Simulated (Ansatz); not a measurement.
One crystal and one scan (scan of one atom of the cell) at two levels, PBE (plane waves to 420 eV, PAW, scalar-relativistic; Ansatz, a program for electronic structure) and r2SCAN (plane waves to 500 eV, PAW, scalar-relativistic; Ansatz), each from its own relaxed cell and on its own mesh. The cell shown is that of PBE.

Starting cell, CdSe (wurtzite):

```xyz
4
Lattice="4.3827 0.0000 0.0000 -2.1914 3.7955 0.0000 0.0000 0.0000 7.1545" Properties=species:S:1:pos:R:3 pbc="T T T"
Cd     2.1914     1.2652     0.0034
Cd     0.0000     2.5304     3.5806
Se     2.1914     1.2652     4.4696
Se     0.0000     2.5304     0.8924
```

In each cell atom 4 (Se, nearest neighbour Cd at 2.682 Å; its periodic images, 4.4 Å or more away, move with it) moves by s·(0.577, 0.577, 0.577) (along Cartesian [111]), the rest being held.

Energies are smeared free energies. CdSe was relaxed with its symmetry unable to fall. (PBE) Left out: 1 of 11 points, with atoms too close for the PAW data. (r2SCAN) Left out: 1 of 11 points, with atoms too close for the PAW data. Percentages come from the unrounded values. Both scans cover s from -0.640 to 0.800 Å.

Results of PBE:

```
Item                                                                                                                      Result
----------------------------------------------------------------  --------------------------------------------------------------
Lattice constant a (Å)                                                                                                     4.383
Lattice constant c (Å)                                                                                                     7.154
Relaxed volume (Å³/atom)                                                                                                   29.75
Band gap of the relaxed cell, no spin-orbit coupling (eV)                                                                   0.54
Energy at s = 0.800 Å (meV/cell)                                                                                             979
Force along the line at s = -0.640 Å (eV/Å)                                                                                8.442
Force constant k = d²E/ds² at s = 0 (finite differences) (eV/Å²)                                                            5.04
Symmetry of the curve                                                        not even: the negative side lies higher at ±0.640 Å
Shape of the curve                                                a single well with its minimum at or next to zero displacement
```

**Question.** Estimate the r2SCAN values.

**Answer.** 
```csv
quantity,r2SCAN,PBE − r2SCAN
Lattice constant a (Å),4.340,+0.043 (+1.0 %)
Lattice constant c (Å),7.078,+0.076 (+1.1 %)
Relaxed volume (Å³/atom),28.86,+0.89 (+3.1 %)
"Band gap of the relaxed cell, no spin-orbit coupling (eV)",1.11,-0.57 (-51 %)
Energy at s = 0.800 Å (meV/cell),1081,-102 (-9.4 %)
Force along the line at s = -0.640 Å (eV/Å),9.406,-0.964 (-10 %)
Force constant k = d²E/ds² at s = 0 (finite differences) (eV/Å²),5.61,-0.57 (-10 %)
```

PBE gives the higher value for: lattice constant a; lattice constant c; relaxed volume. PBE gives the lower value for: band gap of the relaxed cell, no spin-orbit coupling; energy at s = 0.800 Å; force along the line at s = -0.640 Å; force constant k = d²E/ds² at s = 0. Both give the same symmetry of the curve: not even: the negative side lies higher at ±0.640 Å. Neither level is exact: the differences show how much the result hangs on the functional.

(For displaced atoms, the force is minus the slope of the energy, and its curvature is a force constant, which sets phonon frequencies.)
